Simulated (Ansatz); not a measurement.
# K2S with oxygen replacing S: gradients before and after relaxing the atoms

Start: a supercell of K2S (antifluorite type, Fm-3m) built from an entry of the Crystallography Open Database (COD), with all atoms left at the host's positions.

Space group Fm-3m (No. 225); a = 14.7820 Å.

| site | Wyckoff | site symmetry | x | y | z |
| --- | --- | --- | --- | --- | --- |
| K1 | 32f | .3m | 0.1250 | 0.1250 | 0.1250 |
| K4 | 32f | .3m | 0.6250 | 0.3750 | 0.3750 |
| O | 4a | m-3m | 0.0000 | 0.0000 | 0.0000 |
| S18 | 24d | m.mm | 0.2500 | 0.2500 | 0.0000 |
| S24 | 4b | m-3m | 0.5000 | 0.5000 | 0.5000 |

One atom of each set is listed; the run and its k-mesh use a cell of 24 atoms with edges of 10.45, 10.45, 10.45 Å.

All values are calculated (Ansatz; DFT, PBE, plane waves and PAW, scalar-relativistic, 420 eV cutoff, Γ-centred 2×2×2 k-points, Fermi–Dirac smearing 0.01 eV), not measured.

The largest force at the start is 0.38 eV/Å. Relaxing the ions at fixed cell moves them by 0.167 Å at most (atom 2, K) and 0.098 Å rms.

```tsv
site	moved (Å)	first shell before	first shell after	V_zz before (10²¹ V/m²)	η before
K1	0.167	3 S at 3.20 Å; also 1 O at 3.20 Å	1 O at 3.03 Å, 3 S at 3.26 Å; also 3 K at 3.50 Å	0.48	0.00
K4	0.031	4 S at 3.20 Å	4 S at 3.19–3.23 Å	0.004	0.00
O	0.000	8 K at 3.20 Å	8 K at 3.03 Å	0.00	–
S18	0.000	8 K at 3.20 Å	8 K at 3.19–3.26 Å	0.070	0.77
```

(1) How do the gradients change?

## Answers

(1) 

```
site  V_zz after  η after  change of V_zz
  K1       -0.52     0.00           -1.00
  K4       0.046     0.00           +0.04
   O        0.00        –            0.00
 S18        1.31     0.02           +1.24
```

The largest change of V_zz is on S18, from 0.070 to 1.31. V_zz changes sign on K1 (same axis). Other sites without a gradient aren't listed.

The defect repeats with the cell of 24 atoms, so it feels its images: sites between two images don't show the values beside a lone defect, and zeros or small values of η there can come from the images' arrangement.
Before: The neighbours have not yet relaxed around the defect (largest force 0.38 eV/Å), so a real crystal will differ.
After: The relaxation keeps the site symmetry m-3m of the start, so the impurity can't leave its site; a start off the site could end lower.
